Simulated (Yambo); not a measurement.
LiTaS2 (space group P6_3/mmc, No. 194), G0W0@LDA (Yambo, plasmon pole, terminator in G, 6×6×1 mesh): gap Γ → (0.167, 0.167, 0) in eV by bands and screening block.

```csv
bands (W and G),2 Ry,3 Ry,4 Ry,6 Ry,7 Ry
50,0.98,0.98,…,1.05,1.05
75,0.94,0.94,…,1.02,1.03
105,0.93,0.93,…,1.02,1.03
144,0.92,0.92,0.94,1.01,1.02
185,0.92,0.92,0.93,1.01,1.02
```

Estimate the withheld gaps from their neighbours; the computed values follow.


- 50, 4 Ry: 1.00
- 75, 4 Ry: 0.96
- 105, 4 Ry: 0.95

The largest settings aren't shown to be the converged limit.

Spin-orbit coupling is not included.

Geometry of the Materials Project entry, not relaxed at this level; primitive cell a = b = 3.3486 Å, c = 12.8881 Å, α = β = 90.00°, γ = 120.00°.

The structure is a Materials Project entry; no match was found in the copy of COD used, and its stability was not checked.
